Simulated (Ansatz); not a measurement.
Crystals of one structure type (CsCl type) and one family of elements, relaxed and computed with plane-wave PAW PBEsol (Ansatz code).

```csv
crystal,V (Å³/atom),B₀ by P(V) fit (GPa)
ScZn,17.99,?
LuZn,20.18,74.7
YZn,21.82,66.3
LaZn,25.10,52.8
LaHg,28.24,57.2
```

**Question.** Fit a straight line to ln B₀ against ln V and predict the withheld value.

**Answer.** Least squares on the 4 shown rows: ln B₀ = -0.88 × ln V + (6.913), with a scatter of 7 %. For ScZn this gives 79.0. The run itself gave 83.5, within the scatter.

Standing as an ambient phase not checked: ScZn, CsCl type; LuZn, CsCl type; YZn, CsCl type; LaZn, CsCl type; LaHg, CsCl type. All cells were relaxed under the symmetry of their starts (and spin orders); stability against distortions was not tested throughout. Rows with no word on spin ran without spin polarisation. Scalar-relativistic: spin–orbit coupling is off unless named, which matters more the heavier the elements.

Potentials: the later of the program's two PAW sets.
